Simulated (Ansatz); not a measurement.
P$_{2}$W:
```xyz
6
Lattice="4.2424 1.5957 0.0000 -4.2424 1.5957 0.0000 -3.6541 0.0000 6.5189" Properties=species:S:1:pos:R:3 pbc="T T T"
P     -3.1595     1.5957     0.1645
P     -0.4946     1.5957     6.3545
P     -3.0379     1.5957     3.9056
P     -0.6163     1.5957     2.6134
W      1.8294     1.5957     1.9125
W     -5.4835     1.5957     4.6064
```

Relaxed with r²SCAN. Special points in fractions of this cell's reciprocal vectors: Γ (0.000, 0.000, 0.000); C (0.296, 0.296, 0.000); C2 (-0.296, 0.704, 0.000); Y2 (-0.500, 0.500, 0.000); M2 (-0.500, 0.500, 0.500); D (-0.271, 0.729, 0.500); D2 (0.271, 0.271, 0.500); A (0.000, 0.000, 0.500); L2 (0.000, 0.500, 0.500); V2 (0.000, 0.500, 0.000).

Question: List the band energies nearest the Fermi level at these points for the program Ansatz at the r²SCAN level (PAW).

Answer: In eV from the Fermi level; about four levels below and three above (degenerate sets whole), none deeper than 8.9 eV; points with the same levels are listed once.

```csv
k,below,above
Γ,-2.57 -2.26 -1.92 -0.41,0.55 0.92 1.84
C,-3.06 -2.96 -2.46 -0.27,0.27 1.33 1.99
Y2,-1.34 -1.08 -0.57 -0.36,1.68 2.12 2.18
M2,-2.06 -1.95 -1.16 -0.57,0.80 1.05 1.30
D,-3.53 -2.86 -2.48 -0.32,1.22 1.54 2.27
A,-3.12 -1.62 -1.55 -1.24,1.34 1.83 2.27
L2,-3.33 -2.97 -1.88 -0.86,0.84 1.66 2.28
V2,-3.87 -3.66 -2.94 -2.04,0.39 1.77 1.94
```

Space group C2/m. The first step of the workflow began from a Materials Project structure, measured or hypothetical; the Crystallography Open Database files this formula in space group No. 12, but the cells were not matched. Its standing as an ambient phase is unchecked. The cell was relaxed with r²SCAN under the symmetry of its start; whether a distortion lowers the energy is not shown. The run is not spin-polarised. Scalar-relativistic: spin–orbit coupling is off unless named, which matters more the heavier the elements.

Potentials: the earlier of the program's two PAW sets.
